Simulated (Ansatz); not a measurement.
TaTe:
Space group Pmma (No. 51); a = 4.791 Å, b = 3.397 Å, c = 4.901 Å, α = 90.00°, β = 90.00°, γ = 90.00°

| atom | site | symmetry | x | y | z |
|---|---|---|---|---|---|
| Ta | 2e | mm2 | 0.7500 | 0.0000 | 0.2199 |
| Te | 2f | mm2 | 0.2500 | 0.5000 | 0.2569 |

Relaxed with r²SCAN.

Question: Tabulate the valence density and the electron localisation function along the shortest Ta–Ta contact (3.22 Å), the program Ansatz at the r²SCAN level (PAW).

Answer: 

```
distance from Ta (Å)  density (e/Å³)   ELF
--------------------  --------------  ----
0.32                            4.68  0.46
0.48                            4.52  0.73
0.64                            3.14  0.78
0.81                            1.62  0.66
0.97                            0.76  0.42
1.13                            0.43  0.30
1.29                            0.31  0.38
1.45                            0.27  0.51
1.61                            0.26  0.57
1.77                            0.27  0.51
1.93                            0.31  0.38
2.09                            0.43  0.30
2.26                            0.76  0.42
2.42                            1.62  0.66
2.58                            3.14  0.78
2.74                            4.52  0.73
2.90                            4.68  0.46
```

The density is the valence pseudo-density with augmentation charge, so density and ELF within about 1 Å of a nucleus are not all-electron values.

The start of the workflow was typed in or built on a structure type; neither database checked (COD, Materials Project) lists it. Its standing as an ambient phase is unchecked. The r²SCAN relaxation kept the symmetry of its start; its stability against distortions is not shown here. No spin polarisation was allowed. Its formation energy is positive at this level, so the cell may be metastable or incomplete. Spin–orbit coupling is left out wherever it is not named.

Potentials: the earlier of the program's two PAW sets.
